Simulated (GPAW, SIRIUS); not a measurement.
This is a calculation of CsLiCr2Te2S3 for GPAW 26.7.0 (ASE script). The cell comes from a database or a generator and needn't be the stable form of this composition.

The input run.py:

```python
from ase import Atoms
from ase.dft.bandgap import bandgap
from ase.io import write
from ase.units import Bohr, GPa
from ase.parallel import parprint
from gpaw import GPAW, PW
from gpaw.elf import elf_from_dft_calculation

atoms = Atoms(['Cs', 'Li', 'Cr', 'Cr', 'Te', 'Te', 'S', 'S', 'S'],
              cell=[[3.3192902327, 1.9163931094, 6.87982],
                    [-3.3192902327, 1.9163931094, 6.87982],
                    [0.0, -3.8327862188, 6.87982]],
              scaled_positions=[[0.0, 0.0, 0.0],
                                [0.5, 0.5, 0.5],
                                [0.79848, 0.79848, 0.79848],
                                [0.20152, 0.20152, 0.20152],
                                [0.6799, 0.6799, 0.6799],
                                [0.3201, 0.3201, 0.3201],
                                [0.13626, 0.86374, 0.5],
                                [0.5, 0.13626, 0.86374],
                                [0.86374, 0.5, 0.13626]],
              pbc=True)
atoms.set_initial_magnetic_moments([0.0, 0.0, 3.0, 3.0, 0.0, 0.0, 0.0, 0.0, 0.0])

calc = GPAW(mode=PW(800),
            xc='PBE',
            kpts={'size': (5, 5, 5), 'gamma': True},
            occupations={'name': 'fermi-dirac', 'width': 0.05},
            nbands=49,
            convergence={'density': 1e-05, 'energy': 1e-05},
            maxiter=150,
            txt='gpaw.txt')
atoms.calc = calc
energy = atoms.get_potential_energy()
forces = atoms.get_forces()
stress = atoms.get_stress()
calc.write('gs.gpw')
write('result.traj', atoms)
parprint(f'Energy: {energy:.6f} eV')
parprint('Forces (eV/A):')
parprint(forces.round(4))
parprint('Stress (GPa):', (stress / GPa).round(3))
parprint('Moments:', calc.get_magnetic_moments().round(3))
parprint('Fermi level:', round(calc.get_fermi_level(), 4), 'eV')
parprint(f'Gap: {bandgap(calc)[0]:.4f} eV, direct: {bandgap(calc, direct=True)[0]:.4f} eV')

# fields on the real-space grid
write('density.cube', atoms, data=calc.get_pseudo_density() * Bohr**3)
write('potential.cube', atoms, data=calc.get_electrostatic_potential())
write('spin.cube', atoms, data=(calc.get_pseudo_density(spin=0) - calc.get_pseudo_density(spin=1)) * Bohr**3)
write('elf.cube', atoms, data=elf_from_dft_calculation(calc).data)
```

Potentials or basis: GPAW PAW data sets (gpaw-data 1.2.1), pw.

The run is started by

```bash
$ OMP_NUM_THREADS=1 mpirun -n 8 gpaw python run.py
```

Q: Translate it to SIRIUS 7.12.0. Potentials or basis there: PseudoDojo 0.4.1 PBE standard (scalar relativistic), cutoff 1280 eV.

A: As run (cutoffs and basis follow the program's own potentials, and thresholds, step limits or extra output files can differ):

Contents of sirius.json:

```json
{
  "control": {
    "processing_unit": "cpu",
    "verbosity": 2,
    "num_bands_to_print": 59,
    "print_forces": true,
    "print_stress": true
  },
  "parameters": {
    "electronic_structure_method": "pseudopotential",
    "xc_functionals": ["XC_GGA_X_PBE", "XC_GGA_C_PBE"],
    "gk_cutoff": 9.7,
    "pw_cutoff": 19.4,
    "ngridk": [5, 5, 5],
    "shiftk": [0, 0, 0],
    "smearing": "fermi_dirac",
    "smearing_width": 0.0018374661,
    "num_bands": 59,
    "num_mag_dims": 1,
    "num_dft_iter": 100,
    "energy_tol": 1e-08,
    "density_tol": 1e-06
  },
  "iterative_solver": {
    "type": "davidson",
    "min_tolerance": 1e-10
  },
  "mixer": {
    "type": "anderson",
    "beta": 0.5,
    "max_history": 8
  },
  "settings": {
    "tol_ne": 1e-10,
    "pseudo_grid_cutoff": 6.5,
    "smooth_initial_mag": true
  },
  "unit_cell": {
    "lattice_vectors": [
      [6.272549028209, 3.621452247972, 13.000975586723],
      [-6.272549028209, 3.621452247972, 13.000975586723],
      [0.0, -7.242923393204, 13.000975586723]
    ],
    "atom_coordinate_units": "lattice",
    "atom_types": ["Cs", "Li", "Cr", "Te", "S"],
    "atom_files": {
      "Te": "Te.json",
      "Cs": "Cs.json",
      "Cr": "Cr.json",
      "Li": "Li.json",
      "S": "S.json"
    },
    "atoms": {
      "Cs": [
        [0.0, 0.0, 0.0, 0.0, 0.0, 0.0]
      ],
      "Li": [
        [0.5, 0.5, 0.5, 0.0, 0.0, 0.0]
      ],
      "Cr": [
        [0.79848, 0.79848, 0.79848, 0.0, 0.0, 3.0],
        [0.20152, 0.20152, 0.20152, 0.0, 0.0, 3.0]
      ],
      "Te": [
        [0.6799, 0.6799, 0.6799, 0.0, 0.0, 0.0],
        [0.3201, 0.3201, 0.3201, 0.0, 0.0, 0.0]
      ],
      "S": [
        [0.13626, 0.86374, 0.5, 0.0, 0.0, 0.0],
        [0.5, 0.13626, 0.86374, 0.0, 0.0, 0.0],
        [0.86374, 0.5, 0.13626, 0.0, 0.0, 0.0]
      ]
    }
  }
}
```

Potentials or basis: PseudoDojo 0.4.1 PBE standard (scalar relativistic).

Run with:

```bash
$ upf_to_json Te.upf
$ upf_to_json Cs.upf
$ upf_to_json Cr.upf
$ upf_to_json Li.upf
$ upf_to_json S.upf
$ OMP_NUM_THREADS=4 sirius.scf --input=sirius.json --output=out.json --task=0
```

Both were run:

|  | GPAW | SIRIUS |
| --- | --- | --- |
| Pressure | 0.2 GPa | 0.3 GPa |
| Net moment | 4.00 μB per cell | 4.00 μB per cell |

The potentials hold 52 and 90 valence electrons a cell.

The magnetic state is the one that the start led to; the real crystal's order can differ.

Pressure is positive in compression.
